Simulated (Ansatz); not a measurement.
SnO:
```xyz
4
Lattice="3.2639 0.0000 0.0000 0.0000 3.2639 0.0000 0.0000 0.0000 6.3429" Properties=species:S:1:pos:R:3 pbc="T T T"
Sn     0.0000     1.6319     0.0000
Sn     1.6319     0.0000     3.1714
O      0.0000     0.0000     1.5857
O      0.0000     0.0000     4.7571
```

Relaxed with PBE. Special points in fractions of this cell's reciprocal vectors: Γ (0.000, 0.000, 0.000); X (0.000, 0.500, 0.000); M (0.500, 0.500, 0.000); Z (0.000, 0.000, 0.500); R (0.000, 0.500, 0.500); A (0.500, 0.500, 0.500).

**Question.** List the band energies nearest the Fermi level at these points for PBE (plane waves, PAW; program Ansatz).

**Answer.** In eV from the Fermi level; about four levels below and three above (degenerate sets whole), none deeper than 8.9 eV; points with the same levels are listed once.

```json
[
 {"k": "Γ", "below": "-3.95 -3.95 -2.95 -2.95", "above": "0.17 0.90 6.08 6.08"},
 {"k": "X", "below": "-3.56 -2.90 -2.85 -1.81", "above": "0.38 4.07 5.21"},
 {"k": "M", "below": "-5.03 -5.03 -3.12 -1.95", "above": "0.17 0.50 0.50"},
 {"k": "Z", "below": "-3.27 -3.27 -2.29 -2.29", "above": "3.87 3.87 6.62 6.62"},
 {"k": "R", "below": "-3.52 -2.90 -0.88 -0.88", "above": "0.11 2.22 5.44"},
 {"k": "A", "below": "-5.03 -5.03 -1.11 -1.11", "above": "0.83 0.83 5.48 5.48"}
]
```

Space group P4_2/mmc. A made-up cell: these elements were put on the sites of a structure type; neither database checked (COD, Materials Project) lists it. It is not the phase usual at ambient conditions (space group No. 129). Symmetry was held in the PBE relaxation; whether a distortion lowers the energy is not shown. A small band overlap can be real or an error of a semilocal functional. Spin–orbit coupling is left out wherever it is not named.

Potentials: the later of the program's two PAW sets.
